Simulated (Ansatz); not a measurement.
In:
```xyz
1
Lattice="3.0932 0.0000 0.0000 0.0000 3.0932 0.0000 0.0000 0.0000 3.0932" Properties=species:S:1:pos:R:3 pbc="T T T"
In     0.0000     0.0000     0.0000
```

Relaxed with PBE. Special points in fractions of this cell's reciprocal vectors: Γ (0.000, 0.000, 0.000); X (0.000, 0.500, 0.000); M (0.500, 0.500, 0.000); R (0.500, 0.500, 0.500).

Question: List the band energies nearest the Fermi level at these points for PBE with spin–orbit coupling in the plane-wave PAW code Ansatz.

Answer: In eV from the Fermi level; about four levels below and three above (degenerate sets whole), none deeper than 8.9 eV; points with the same levels are listed once.

```tsv
k	below	above
Γ	-8.79 -8.79	6.65 6.65 7.29 7.29 7.29 7.29
X	-5.34 -5.34 -3.22 -3.22	9.68 9.68 10.27 10.27
M	-0.73 -0.73 -0.41 -0.41	3.88 3.88 13.27 13.27
R	–	1.61 1.61 2.24 2.24 2.24 2.24
```

Space group Pm-3m (simple cubic). A made-up cell: these elements were put on the sites of a structure type; neither database checked (COD, Materials Project) lists it. It is not the phase usual at ambient conditions (space group No. 139). Symmetry was held in the PBE relaxation. At this level the phase is mechanically unstable.

Potentials: the later of the program's two PAW sets.
